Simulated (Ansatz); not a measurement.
Input:

SiO2:
```yaml
crystal:
  lattice:
    - [4.19474, 0.00000, 0.00000]
    - [0.00000, 4.19474, 0.00000]
    - [0.00000, 0.00000, 2.67841]
  atoms:
    - { symbol: Si, position: [0.00000, 0.00000, 0.00000] }
    - { symbol: Si, position: [0.50000, 0.50000, 0.50000] }
    - { symbol: O, position: [0.30606, 0.30606, 0.00000] }
    - { symbol: O, position: [0.80606, 0.19394, 0.50000] }
    - { symbol: O, position: [0.19394, 0.80606, 0.50000] }
    - { symbol: O, position: [0.69394, 0.69394, 0.00000] }
```

This is the PBEsol-relaxed structure. Cartesian axes are those of the cell as given.

**Question.** All from the program Ansatz at the PBEsol level (PAW), unless another level is named. Give the Poisson's ratio.

**Answer.** 0.21.

**Question.** Next, the elastic constants (relaxed ions, GPa)?

**Answer.** C11 = 418, C12 = 196, C13 = 186, C33 = 714, C44 = 239, C66 = 306.

Space group P4_2/mnm (rutile). This is a known high-pressure phase of the composition, computed here at zero pressure and temperature. The cell was relaxed with PBEsol under the symmetry of its start; its stability against distortions is not shown here.

Potentials: the later of the program's two PAW sets.
